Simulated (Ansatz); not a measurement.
# Pressure against volume: La

```cif
data_structure
_symmetry_space_group_name_H-M 'P6_3/mmc'
_symmetry_Int_Tables_number 194
_cell_length_a 3.7500
_cell_length_b 3.7500
_cell_length_c 6.0700
_cell_angle_alpha 90.000
_cell_angle_beta 90.000
_cell_angle_gamma 120.000
_cell_volume 73.92
loop_
_atom_site_label
_atom_site_type_symbol
_atom_site_symmetry_multiplicity
_atom_site_Wyckoff_symbol
_atom_site_fract_x
_atom_site_fract_y
_atom_site_fract_z
_atom_site_occupancy
La1 La 2 c 0.33333 0.66667 0.25000 1
```

The runs use the primitive cell with vectors (3.750, 0.000, 0.000), (-1.875, 3.248, 0.000), (0.000, 0.000, 6.070) Å, to which the k mesh refers.

The cell comes from COD entry 9008503, which wasn't checked; take it as a given geometry. It differs from other determinations.

Spin–orbit coupling is left out, though it moves levels of the heavy atoms by tenths of an eV or more.

Levels of theory: DFT, LDA, all-electron LAPW, scalar-relativistic (Ansatz 0.2.0); DFT, LDA, PAW with Ansatz's default frozen-core files, scalar-relativistic (Ansatz 0.2.0).

For LAPW: a Γ-centred 11×11×6 k mesh, Fermi–Dirac smearing of 0.05 eV, basis error target 0.25 meV/atom, no spin polarisation. PAW takes a cutoff of 420 eV at this cell (files made with PBE, cores remade for this functional). The Ansatz runs share mesh, smearing and spin set-up. Plane-wave (PAW) pressures include the program's estimate of the Pulay term.

The cell above is scaled evenly, with fractional coordinates and shape held.

```json
{"V/V(cell)": "0.9400", "V (Å³/atom)": "34.744", "P, LAPW (GPa)": "-1.60", "P, PAW (GPa)": "-1.64", "free energy over the lowest listed, PAW (meV/atom)": "0.0"}
{"V/V(cell)": "0.9600", "V (Å³/atom)": "35.483", "P, LAPW (GPa)": "-2.10", "P, PAW (GPa)": "-2.14", "free energy over the lowest listed, PAW (meV/atom)": "8.7"}
{"V/V(cell)": "0.9800", "V (Å³/atom)": "36.222", "P, LAPW (GPa)": "-2.56", "P, PAW (GPa)": "-2.60", "free energy over the lowest listed, PAW (meV/atom)": "19.7"}
{"V/V(cell)": "0.9900", "V (Å³/atom)": "36.592", "P, LAPW (GPa)": "-2.78", "P, PAW (GPa)": "-2.82", "free energy over the lowest listed, PAW (meV/atom)": "25.9"}
{"V/V(cell)": "1.0000", "V (Å³/atom)": "36.962", "P, LAPW (GPa)": "-3.00", "P, PAW (GPa)": "-3.03", "free energy over the lowest listed, PAW (meV/atom)": "32.7"}
{"V/V(cell)": "1.0100", "V (Å³/atom)": "37.331", "P, LAPW (GPa)": "-3.20", "P, PAW (GPa)": "-3.23", "free energy over the lowest listed, PAW (meV/atom)": "39.9"}
{"V/V(cell)": "1.0200", "V (Å³/atom)": "37.701", "P, LAPW (GPa)": "-3.40", "P, PAW (GPa)": "-3.43", "free energy over the lowest listed, PAW (meV/atom)": "47.6"}
{"V/V(cell)": "1.0400", "V (Å³/atom)": "38.440", "P, LAPW (GPa)": "-3.77", "P, PAW (GPa)": "-3.80", "free energy over the lowest listed, PAW (meV/atom)": "64.2"}
{"V/V(cell)": "1.0600", "V (Å³/atom)": "39.179", "P, LAPW (GPa)": "-4.12", "P, PAW (GPa)": "-4.14", "free energy over the lowest listed, PAW (meV/atom)": "82.5"}
```
